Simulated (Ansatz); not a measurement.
Computed with Ansatz 0.2.0, DFT PBE, scalar-relativistic, plane waves, PAW. All cells share a 420 eV cutoff and Γ-centred k meshes spaced at most about 0.3 Å⁻¹ (about 0.25 or finer for metals, 2π included). No spin polarisation in the final relaxations.

These are static total energies at zero pressure. All come from trial cells, and lower structures may exist.

Question: Order these relaxed structures of SbP5 by energy, lowest first, with the energy over the lowest of them.
A.

```
Sb P
1.0
     5.04020    0.00000    0.00000
    -2.52010    4.36494    0.00000
     0.00000    0.00000    4.68966
Sb P
1 5
Direct
  0.00000 0.00000 0.00000
  0.50000 0.00000 0.50000
  0.50000 0.50000 0.50000
  0.00000 0.50000 0.50000
  0.33333 0.66667 0.00000
  0.66667 0.33333 0.00000
```

B.

```
Sb P
1.0
     2.36865   -3.54148    0.00000
     2.36865    3.54148    0.00000
     0.00000    0.00000    6.83629
Sb P
1 5
Direct
  0.00000 0.00000 0.50000
  0.00000 0.00000 0.00000
  0.00000 0.50000 0.21346
  0.50000 0.00000 0.78654
  0.00000 0.50000 0.78654
  0.50000 0.00000 0.21346
```

C.

```
Sb P
1.0
     4.80055    0.00000    0.00000
    -2.40028    4.15740    0.00000
     0.00000    0.00000    5.26013
Sb P
1 5
Direct
  0.00000 0.00000 0.50000
  0.33333 0.66667 0.00000
  0.66667 0.33333 0.00000
  0.00000 0.00000 0.00000
  0.33333 0.66667 0.50000
  0.66667 0.33333 0.50000
```

D.

```
Sb P
1.0
     4.97940    0.00000    0.00000
    -2.48970    4.31229    0.00000
     0.00000    0.00000    5.44812
Sb P
1 5
Direct
  0.00000 0.00000 0.00000
  0.74184 0.00000 0.50000
  0.25816 0.25816 0.50000
  0.00000 0.74184 0.50000
  0.66667 0.33333 0.00000
  0.33333 0.66667 0.00000
```

Answer: B (0 meV/atom), C (43 meV/atom), D (217 meV/atom), A (232 meV/atom). Forms: B Cmmm; C P6/mmm; D Sb and P ordered on hcp sites, P-62m; A CaCu5 type, P6/mmm. Counting P atoms around Sb (those within 1.25 times the shortest such distance or 1.15 times the sum of covalent radii; a plus sign parts nearer from farther groups; the shortest distance is added where it exceeds 1.18 times the sum of covalent radii): B has Sb 8+2; C has Sb 8; D has Sb 12; A has Sb 6+12 from 2.9 Å. B holds P–P chains (shortest 2.37 Å); D holds P–P units of three or more atoms (shortest 2.23 Å) (bonds between like non-metal atoms; other contacts aren't counted). Even the lowest lies +0.48 eV/atom against the elements.

For metals, differences of a few meV/atom aren't resolved. Spin–orbit coupling, which can matter for Sb, is left out. Cells relaxed within their symmetry can be saddle points. Some structure types and database cells were kept out of the candidates from the start, so a known form may be missing.
